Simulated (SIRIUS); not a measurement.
SIRIUS run on Sn2GeTe3 (P-3m1, 12 atoms in the cell; from Materials Project mp-1218976, changed as shown): self-consistent single point.

Level of theory: LDA (PW92), GBRV LDA ultrasoft pseudopotentials (plane waves; SIRIUS).

The change in words: lattice scaled by 0.98. Reference geometry (P-3m1):
```
CELL_PARAMETERS angstrom
      4.42633     0.00000     0.00000
      0.00000     7.66663     0.00000
      0.00000     0.00000    10.98346
ATOMIC_POSITIONS crystal
  Sn 0.00000 0.33333 0.82714
  Sn 0.50000 0.16667 0.17286
  Sn 0.50000 0.83333 0.82714
  Sn 0.00000 0.66667 0.17286
  Ge 0.00000 0.00000 0.50000
  Ge 0.50000 0.50000 0.50000
  Te 0.00000 0.33333 0.34809
  Te 0.50000 0.16667 0.65191
  Te 0.00000 0.00000 0.00000
  Te 0.50000 0.83333 0.34809
  Te 0.00000 0.66667 0.65191
  Te 0.50000 0.50000 0.00000
```

Reference input (self-consistent single point, DFT, LDA (PW92), plane waves, GBRV LDA ultrasoft pseudopotentials): parameters.ngridk = 4 2 2; parameters.xc_functionals = [XC_LDA_X, XC_LDA_C_PW]; parameters.gk_cutoff = 6.325 1/bohr; parameters.pw_cutoff = 14.143 1/bohr; parameters.smearing = fermi_dirac; parameters.smearing_width = 0.00367493 Ha; potentials = GBRV LDA ultrasoft pseudopotentials; parameters.electronic_structure_method = pseudopotential; parameters.num_bands = 72; parameters.num_mag_dims = 0; parameters.num_dft_iter = 100; parameters.energy_tol = 1e-07 Ha. This run's input differs from it in these lines:

```diff
@@ -32,5 +32,5 @@
     "lattice_vectors": [
-      [8.3645514372, 0.0, 0.0],
-      [0.0, 14.4878272194, 0.0],
-      [0.0, 0.0, 20.7557313008]
+      [8.1972596526, 0.0, 0.0],
+      [0.0, 14.1980698435, 0.0],
+      [0.0, 0.0, 20.3406170527]
     ],
@@ -45,18 +45,18 @@
       "Sn": [
-        [0.0, 2.5555401111, 9.0848591044],
-        [2.213165, 1.2777738889, 1.8986008956],
-        [2.213165, 6.3888541111, 9.0848591044],
-        [0.0, 5.1110878889, 1.8986008956]
+        [0.0, 2.5044291622, 8.9031620877],
+        [2.1689015, 1.2522183378, 1.8606289123],
+        [2.1689015, 6.2610766622, 8.9031620877],
+        [0.0, 5.0088658378, 1.8606289123]
       ],
       "Ge": [
-        [0.0, 0.0, 5.49173],
-        [2.213165, 3.833314, 5.49173]
+        [0.0, 0.0, 5.3818955],
+        [2.1689015, 3.7566475, 5.3818955]
       ],
       "Te": [
-        [0.0, 2.5555401111, 3.8232325914],
-        [2.213165, 1.2777738889, 7.1602274086],
+        [0.0, 2.5044291622, 3.7467680092],
+        [2.1689015, 1.2522183378, 7.0170229908],
         [0.0, 0.0, 0.0],
-        [2.213165, 6.3888541111, 3.8232325914],
-        [0.0, 5.1110878889, 7.1602274086],
-        [2.213165, 3.833314, 0.0]
+        [2.1689015, 6.2610766622, 3.7467680092],
+        [0.0, 5.0088658378, 7.0170229908],
+        [2.1689015, 3.7566475, 0.0]
       ]
```

The program printed (abridged):

```
[find] density tolerance         : 1e-06
[find] total energy tolerance    : 1e-07
[find] iter_solver_tol (initial) : 0.01
[find] iter_solver_tol (target)  : 1e-13
[find] num_dft_iter              : 100
Charges and magnetic moments
--------------------------------------------------------------------------------
total charge          : 120.000000
[find] | SCF iteration   0 out of 100|
[diagonalize] iterative solver tolerance (occupied, empty): 0.01 0.01
[diagonalize] average number of iterations: 2.16667
[find] Charges and magnetic moments
[find] total charge          : 120.000000
[find] Energy
   [... lines left out ...]

[find] Charges and magnetic moments
[find] total charge          : 120.000000
[find] Energy
[find] smearing (-TS)                 :      -0.00371755
[find] Total energy                   :    -610.63174084 (Ha),   -1221.26348167 (Ry)
[find] Free energy (E-TS)             :    -610.63545839 (Ha),   -1221.27091678 (Ry)
[find] band gap (eV)                  :       0.00007326
[find] Efermi                         :       0.29288726
[find] iteration : 16, RMS (target) : 7.8328e-07 (1.0000e-06) , energy difference (target) : 9.5008e-10 (1.0000e-07)
[find] bands are converged : false
[find] iterative solver converged : true
[find] converged after 17 SCF iterations!
[find] Charges and magnetic moments
[find] total charge          : 120.000000
[find] Energy
[find] smearing (-TS)                 :      -0.00371755
[find] Total energy                   :    -610.63174084 (Ha),   -1221.26348167 (Ry)
[find] Free energy (E-TS)             :    -610.63545839 (Ha),   -1221.27091678 (Ry)
[find] band gap (eV)                  :       0.00007326
[find] Efermi                         :       0.29288726
[ground_state] === stress tensor components [kbar] ===
[ground_state] === stress_total ===
[ground_state]    12.590606    0.000000    0.000000
[ground_state]     0.000000   16.705281   -3.316054
[ground_state]     0.000000   -3.316054   12.868066
[ground_state] ==== total Forces in Ha/bohr =====
   [... lines left out ...]
[ground_state] atom:    7, force:       0.0000000      0.0002424     -0.0001318
[ground_state] atom:    8, force:       0.0000000      0.0000000      0.0000000
[ground_state] atom:    9, force:       0.0000000     -0.0002424      0.0001318
[ground_state] atom:   10, force:       0.0000000      0.0002424     -0.0001318
[ground_state] atom:   11, force:       0.0000000      0.0000000      0.0000000
```

The run converged in 17 iterations. SIRIUS prints the stress tensor with tension positive. Against the reference run the free energy goes down by 30.2 meV/atom, the pressure goes from -3.81 to -1.41 GPa and the largest force goes from 0.054 to 0.070 eV/Å.

The structure comes from a collection of computed structures, made at another level of theory; the collection holds predicted forms beside known ones. No clean gap shows at this smearing width and mesh (spacing up to 0.42 Å⁻¹); the mesh is coarse for partly filled bands, so the values carry mesh errors. Semi-local functionals can close small gaps.

Cost on one core: very roughly 3 core-minutes.
